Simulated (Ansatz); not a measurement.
AlO$_{2}$ in space group Pnma (No. 62; Al on 4c, O on 4c, O on 4c), plane-wave PAW r²SCAN (Ansatz code). The conduction-band minimum lies on the Y–Γ line, 46 % of the way from Y, with 2 equivalent valleys. Second derivatives d²E/dk² of the lowest band at one valley (eV·Å²), along Cartesian directions:

| direction | d²E/dk² |
|---|---|
| [100] | 6.760 |
| [010] | 7.494 |
| [001] | 3.706 |
| [110] | 7.127 |
| [101] | 5.232 |
| [011] | 5.600 |

Q: Find the principal effective masses, the density-of-states mass and the conductivity mass.

A: Off-diagonal terms follow from H_xy = H[110] − (H_xx + H_yy)/2, and m*/mₑ = 7.620 eV·Å² over each eigenvalue: 1.0, 1.1, 2.1. One valley's DOS mass (m₁m₂m₃)^(1/3) = 1.3, conductivity mass 3/(Σ 1/mᵢ) = 1.3 mₑ.

Q: What effective density of states Nc follows at 300 K for parabolic valleys?

A: Nc = 2.509e19 × 2 × (1.3)^(3/2) / 2 (one spin channel) ≈ 3.7e19 cm⁻³.

The first step of the workflow began from a Materials Project structure, measured or hypothetical; the Crystallography Open Database copy checked does not list it. Whether it is the stable phase at ambient conditions was not checked. The r²SCAN relaxation kept the symmetry of its start; whether a distortion lowers the energy is not shown. Spin order of the final state: ferromagnetic, chosen from 4 collinear starts compared on coarse meshes (ties went to the first, and starts can fall back to one state), not a proven ground state. Other orbital occupations within this spin state were not tried. No Hubbard U is applied.

Potentials: the later of the program's two PAW sets.

Edges and masses are those of Kohn–Sham bands, whose gap is no quasiparticle gap.
